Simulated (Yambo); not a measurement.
Yambo run on KI (rock salt, space group Fm-3m, No. 225). The wavefunctions are PBEsol (Quantum ESPRESSO, PseudoDojo norm-conserving, 74 Ry, scalar-relativistic) ones on a 4×4×4 mesh (8 occupied bands); a = b = c = 4.9526 Å, α = β = γ = 60.00°.

Yambo input:

```
rim_cut
gw0
dyson
el_el_corr
HF_and_locXC
mpa
em1d
RandQpts= 1000000
RandGvec= 1 Ry
EXXRLvcs= 74 Ry
VXCRLvcs= 296 Ry
Chimod= "HARTREE"
% BndsRnXm
 1 | 193 |
%
NGsBlkXm= 10 Ry
% LongDrXm
 1.0 | 1.0 | 1.0 |
%
EnSampXm= "2l"
EnGridXm= "lP"
% EnRngeXm
 0.0 | 40.0 | eV
%
% ImRngeXm
 2.72114 | 27.21138 | eV
%
% DmRngeXm
 0.02721 | 2.72114 | eV
%
ETStpsXm= 8
IntSolXm= "PT"
% GbndRnge
 1 | 193 |
%
GTermKind= "none"
DysSolver= "n"
ExtendOut
% QPkrange
 1 | 1 | 8 | 9 |
%
```

k points by index: 1 = Γ.

Table of the .qp output:

```
#    K-point    Band    Eo [eV]    E [eV]    E-Eo [eV]    Vxc [eV]    Vnlxc [eV]    Sc|Eo [eV]    Sc|E [eV]    dSc/dw|Eo [eV]    Re(Z)    Im(Z)
#
    1    8    0.000000    -1.641419    -1.641419    -11.11416    -14.22143    1.046131    1.465854    -6.948334    0.796567    -0.004567
    1    9    3.871154    4.475044    0.603890    -6.700325    -3.059891    -2.924336    -3.036544    -5.054899    0.843321    -0.003738
```
(The two width columns are left out.) Convergence of these settings isn't established.

Spin-orbit coupling is not included.

Geometry relaxed with PBEsol.
